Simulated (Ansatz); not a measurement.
Band structure of Ca₂AsI

```
Ca As I
1.0
     2.19825    1.26916    7.45085
    -2.19825    1.26916    7.45085
     0.00000   -2.53832    7.45085
Ca As I
2 1 1
Direct
  0.23129 0.23129 0.23129
  0.76871 0.76871 0.76871
  0.50000 0.50000 0.50000
  0.00000 0.00000 0.00000
```

Atoms are numbered in the order listed.

The cell is the one relaxed in the Materials Project (mp-28554), not relaxed further here; entries there can be hypothetical.

Spin–orbit coupling is left out, though it moves levels of the heavy atoms by tenths of an eV or more.

All numbers below come from Ansatz 0.2.0, DFT, LDA, all-electron LAPW, scalar-relativistic.

Numerical set-up: a Γ-centred 8×8×8 k mesh, Fermi–Dirac smearing of 0.01 eV, basis error target 1 meV/atom, no spin polarisation.

Points in fractions of the reciprocal vectors of this cell: Γ (0, 0, 0), T (0.5, 0.5, 0.5), H2 (0.814, 0.186, 0.5), H0 (0.5, -0.186, 0.186), L (0.5, 0, 0), S0 (0.343, -0.343, 0), S2 (0.657, 0, 0.343), F (0.5, 0, 0.5). The path joins them by straight lines in the order Γ–T–H2–H0–L–Γ–S0–S2–F; legs that retrace an earlier one aren't tabulated. Energies are in eV from the top of the valence band.

Problem. Is there a gap, and where are the band edges?

Solution. 1.46 eV, indirect from Γ to F (0.5, 0, 0.5).

Problem. List the levels between -14 and 3.5 eV at the symmetry points.

Solution. 
Γ: -13.40, -9.00, -4.18, -2.40 (×2), -0.51, 0.00 (×2), 1.94, 2.89 (×2), 3.01
T: -13.39, -9.05, -3.70, -2.36 (×2), -1.62, -0.17 (×2), 2.29, 3.16 (×2), 3.40
H2: -13.10, -8.57, -3.98, -3.76, -3.43, -1.37, -1.26, -0.42, 2.71, 2.73
H0: -13.10, -8.57, -3.98, -3.76, -3.43, -1.37, -1.26, -0.42, 2.71, 2.73
L: -13.13, -8.62, -4.33, -3.45, -2.83, -2.04, -0.72, -0.30, 2.10, 2.85
S0: -13.10, -8.57, -3.94, -3.81, -3.42, -1.34, -1.32, -0.43, 2.65, 2.94
S2: -13.10, -8.57, -3.94, -3.81, -3.42, -1.34, -1.32, -0.43, 2.65, 2.94
F: -13.13, -8.62, -4.43, -3.58, -2.83, -1.58, -0.39, -0.30, 1.46, 2.70, 2.85
